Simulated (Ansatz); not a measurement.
La3In:
```
CELL_PARAMETERS angstrom
      4.90276     0.00000     0.00000
      0.00000     4.90276     0.00000
      0.00000     0.00000     4.90276
ATOMIC_POSITIONS crystal
  La 0.50000 0.50000 0.00000
  La 0.00000 0.50000 0.50000
  La 0.50000 0.00000 0.50000
  In 0.00000 0.00000 0.00000
```

Relaxed with LDA. Special points in fractions of this cell's reciprocal vectors: Γ (0.000, 0.000, 0.000); X (0.000, 0.500, 0.000); M (0.500, 0.500, 0.000); R (0.500, 0.500, 0.500).

Question: List the band energies nearest the Fermi level at these points for plane-wave PAW LDA (Ansatz code).

Answer: In eV from the Fermi level; about four levels below and three above (degenerate sets whole), none deeper than 8.9 eV; points with the same levels are listed once.

```tsv
k	below	above
Γ	-1.00 -1.00 -1.00 -0.99 -0.99	0.86 0.86 0.86
X	-1.18 -0.78 -0.78 -0.70	0.70 1.03 1.16
M	-1.26 -1.26 -0.09 -0.09	0.38 0.83 1.13 1.13
R	-5.73 -1.10 -1.10 -1.10	0.44 0.44 0.44
```

Space group Pm-3m (Cu3Au type). The workflow started from a Materials Project entry (that database holds measured and hypothetical structures alike); the Crystallography Open Database files this formula in space group No. 221, but the cells were not matched. Its standing as an ambient phase is unchecked. The LDA relaxation kept the symmetry of its start; of distortions, only those at the zone centre were tested. Scalar-relativistic: spin–orbit coupling is off unless named, which matters more the heavier the elements.

Potentials: the later of the program's two PAW sets.
